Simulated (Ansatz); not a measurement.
# Is this KNiH4 structure a true minimum?

The structure comes from a generated guess, relaxed at this level; another structure or a mixture of phases may lie lower.

Computed with DFT PBE, scalar-relativistic, plane waves, PAW in Ansatz 0.2.0. Settings: cutoff 420 eV, Γ-centred mesh 12×12×8 on the computed 6-atom cell, Gaussian smearing of 0.10 eV; no spin polarisation.

The cell below (6 atoms, space group P4/mmm (No. 123)) is relaxed within its symmetry.

```
K Ni H
1.0
     3.32757    0.00000    0.00000
     0.00000    3.32757    0.00000
     0.00000    0.00000    5.31964
K Ni H
1 1 4
Direct
  0.50000 0.50000 0.50000
  0.00000 0.00000 0.00000
  0.00000 0.00000 0.71512
  0.50000 0.00000 0.00000
  0.00000 0.50000 0.00000
  0.00000 0.00000 0.28488
```

For the test a repeat of it with 12 atoms (edges 3.33, 3.33, 10.64 Å) was strained at random (σ = 1.5 % a component), the atoms were moved at random (σ = 0.05 Å), and all was relaxed again on a coarse 6×6×2 mesh (in the run’s order of axes) with 0.20 eV smearing, with no symmetry imposed.

Trial moments died out on the coarse mesh, so the last step has no spin; another magnetic start might hold.

Question: Does it come back?

Answer: It returns, within 1 meV/atom of the unmoved cell on that mesh and with the same symmetry when read at 0.1 Å. No instability shows in this cell; modes of other wave vectors, which need another repeat, aren't tested.
